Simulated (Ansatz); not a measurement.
MgTe:
```yaml
crystal:
  lattice:
    - [3.63443, 0.00000, 0.00000]
    - [0.00000, 3.63443, 0.00000]
    - [0.00000, 0.00000, 3.63443]
  atoms:
    - { symbol: Mg, position: [0.00000, 0.00000, 0.00000] }
    - { symbol: Te, position: [0.50000, 0.50000, 0.50000] }
```

Relaxed with LDA. Special points in fractions of this cell's reciprocal vectors: Γ (0.000, 0.000, 0.000); X (0.000, 0.500, 0.000); M (0.500, 0.500, 0.000); R (0.500, 0.500, 0.500).

### Question
List the band energies nearest the Fermi level at these points for LDA (plane waves, PAW; program Ansatz).

### Answer
In eV from the Fermi level; about four levels below and three above (degenerate sets whole), none deeper than 8.9 eV; points with the same levels are listed once.

```csv
k,below,above
Γ,-1.07 -1.07 -1.07,0.24 3.30 3.30
X,-6.45 -0.04 -0.04,3.11 4.78 5.43 5.43
M,-4.84 -4.84 -1.50,0.92 6.68 6.78 6.78
R,-3.53 -3.53 -3.53,0.62 0.62 0.62
```

Space group Pm-3m (CsCl type). The cell is a constructed one: a structure type filled with these elements; neither database checked (COD, Materials Project) lists it. COD files the formula under space group No. 186, so this cell is another polymorph or a model. Whether it is the stable phase at ambient conditions was not checked. The cell was relaxed with LDA under the symmetry of its start. At this level the phase is dynamically unstable (imaginary phonons). Spin–orbit coupling is left out wherever it is not named.

Potentials: the later of the program's two PAW sets.
